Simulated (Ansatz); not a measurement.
Consider the following.

SnSb:
```
CELL_PARAMETERS angstrom
      0.00000     3.01891     3.01891
      3.01891     0.00000     3.01891
      3.01891     3.01891     0.00000
ATOMIC_POSITIONS crystal
  Sn 0.50000 0.50000 0.50000
  Sb 0.00000 0.00000 0.00000
```

This is the LDA-relaxed structure.

Problem. All from plane-wave PAW LDA (Ansatz code), unless another level is named. Estimate the electronic character.

Solution. metallic (no gap).

Problem. Predict the density of states at the Fermi level.

Solution. 0.41 states/eV per atom (mean over ±0.08 eV).

Problem. Give the formation energy from the elements (no fitted shifts).

Solution. -0.024 eV/atom.

Space group Fm-3m (rock salt). The first step of the workflow began from a Materials Project structure, measured or hypothetical; the Crystallography Open Database files this formula in space group No. 225, but the cells were not matched. Its standing as an ambient phase is unchecked. The cell was relaxed with LDA under the symmetry of its start; of distortions, only those at the zone centre were tested. The references are the lowest solids computed at this level, not always the standard phases. Scalar-relativistic: spin–orbit coupling is off unless named, which matters more the heavier the elements.

Potentials: the later of the program's two PAW sets.
